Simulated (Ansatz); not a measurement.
Ti2F2N, M2XT2 MXene (hcp sites)-type layer, relaxed and computed with two functionals in Ansatz (plane waves, PAW).

```
functional  a (Å)  thickness (Å)
----------  -----  -------------
PBE           [?]            [?]
r²SCAN+D4   2.881           5.09
```

Q: What belongs in the gaps?

A: 
- PBE, a (Å): 2.905
- PBE, thickness (Å): 5.13

Spin orders computed, not proven ground states: Ti2F2N, M2XT2 MXene (hcp sites)-type layer with PBE ferromagnetic; Ti2F2N, M2XT2 MXene (hcp sites)-type layer with r²SCAN+D4 ferromagnetic. All cells were relaxed under the symmetry of their starts (and spin orders); stability against distortions was not tested throughout. Constructed layers (a layer type filled with these elements): Ti2F2N, M2XT2 MXene (hcp sites)-type layer; Ti2F2N, M2XT2 MXene (hcp sites)-type layer.

Potentials: the later of the program's two PAW sets.

Ansatz (a first-principles code) is a plane-wave DFT program.
